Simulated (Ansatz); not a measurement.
The relaxed structure here is a generated cell of TiTe2: the first start was made by placing the elements on the sites of a structure type, and the end was not matched to a known phase here, so it may be hypothetical. Known forms of TiTe2 include space group No. 164.

The end point of a relaxation of TiTe2. Space group Pnma (No. 62). Level of theory: PBEsol (plane waves to 420 eV, PAW, scalar-relativistic; Ansatz, an electronic-structure program).

```cif
data_Te8Ti4
_chemical_formula_sum 'Ti4 Te8'
_space_group_name_H-M_alt 'Pnma'
_space_group_IT_number 62
_space_group_name_Hall '-P 2ac 2n'
_cell_length_a 14.15414
_cell_length_b 3.85799
_cell_length_c 5.44008
_cell_angle_alpha 90.000
_cell_angle_beta 90.000
_cell_angle_gamma 90.000
loop_
_space_group_symop_operation_xyz
  'x, y, z'
  '-x, -y, -z'
  '-x+1/2, -y, z+1/2'
  'x+1/2, y, -z+1/2'
  'x+1/2, -y+1/2, -z+1/2'
  '-x+1/2, y+1/2, z+1/2'
  '-x, y+1/2, -z'
  'x, -y+1/2, z'
loop_
_atom_site_label
_atom_site_type_symbol
_atom_site_symmetry_multiplicity
_atom_site_Wyckoff_symbol
_atom_site_fract_x
_atom_site_fract_y
_atom_site_fract_z
_atom_site_occupancy
Ti1 Ti 4 c 0.35900 0.25000 0.47618 1
Te1 Te 4 c 0.21305 0.75000 0.46944 1
Te2 Te 4 c 0.03068 0.25000 0.75727 1
```

```yaml
volume_per_atom: 24.76 Å³
density: 6.78 g/cm³
band_gap: no gap on the sampled points, where the bands overlap only slightly; such a result is sensitive to mesh and level
shortest_distances: Te–Ti 2.75 Å; Te–Te 3.38 Å
k-mesh: 4×12×9
```

Band energies at high-symmetry points (eV from the Fermi level; labels of this space group; no spin-orbit coupling), from −5 eV up to 1.8 eV:

| point | energies |
|---|---|
| Γ | -4.50 -4.00 -3.87 -3.26 -3.04 -2.60 -2.52 -2.41 -2.32 -2.08 -1.61 -1.19 -0.85 -0.79 -0.72 -0.54 -0.42 -0.21 -0.04 0.04 0.07 0.10 0.58 0.74 0.91 1.13 1.28 1.35 1.39 1.72 1.74 |
| X | -4.99 -4.99 -4.85 -4.85 -3.12 -3.12 -2.55 -2.55 -2.53 -2.53 -2.38 -2.38 -1.46 -1.46 -1.01 -1.01 -0.61 -0.61 -0.32 -0.32 -0.08 -0.08 0.24 0.24 0.57 0.57 1.17 1.17 1.37 1.37 1.64 1.64 1.74 1.74 |
| S | -4.74 -4.74 -4.74 -4.74 -4.08 -4.08 -4.08 -4.08 -3.21 -3.21 -3.21 -3.21 -2.90 -2.90 -2.90 -2.90 -2.06 -2.06 -2.06 -2.06 -1.80 -1.80 -1.80 -1.80 0.27 0.27 0.27 0.27 1.05 1.05 1.05 1.05 1.36 1.36 1.36 1.36 |
| Y | -4.94 -4.94 -4.44 -4.44 -4.24 -4.24 -4.00 -4.00 -3.32 -3.32 -3.12 -3.12 -2.90 -2.90 -2.82 -2.82 -2.30 -2.30 -2.05 -2.05 -1.85 -1.85 -1.60 -1.60 0.16 0.16 0.41 0.41 1.05 1.05 1.08 1.08 1.11 1.11 1.53 1.53 |
| Z | -4.03 -4.03 -3.73 -3.73 -2.91 -2.91 -2.74 -2.74 -2.36 -2.36 -2.04 -2.04 -1.47 -1.47 -1.40 -1.40 -0.94 -0.94 -0.63 -0.63 -0.45 -0.45 0.13 0.13 0.29 0.29 0.71 0.71 1.04 1.04 1.38 1.38 1.47 1.47 |
| U | -4.91 -4.91 -3.10 -3.10 -2.96 -2.96 -2.32 -2.32 -2.32 -2.32 -2.13 -2.13 -2.04 -2.04 -1.23 -1.23 -0.82 -0.82 -0.80 -0.80 -0.63 -0.63 0.18 0.18 0.28 0.28 0.86 0.86 1.21 1.21 1.38 1.38 1.44 1.44 |
| R | -4.91 -4.91 -4.91 -4.91 -3.41 -3.41 -3.41 -3.41 -2.26 -2.26 -2.26 -2.26 -1.57 -1.57 -1.57 -1.57 -0.60 -0.60 -0.60 -0.60 0.45 0.45 0.45 0.45 1.08 1.08 1.08 1.08 1.72 1.72 1.72 1.72 |
| T | -4.72 -4.72 -3.93 -3.93 -2.71 -2.71 -2.40 -2.40 -2.08 -2.08 -2.00 -2.00 -1.40 -1.40 -0.67 -0.67 -0.53 -0.53 0.29 0.29 0.60 0.60 1.08 1.08 1.09 1.09 1.70 1.70 1.80 1.80 |

No spin polarisation in the result. Spin-orbit coupling is missing; with elements this heavy it can move band edges by tenths of an eV or more.

The run could not lose the symmetry of its start: the end is stationary, and may be a saddle point rather than a minimum.

It was reached from a disturbed copy of a P4₂/nmc (No. 137) cell, against which it lies -0.25 eV/atom.
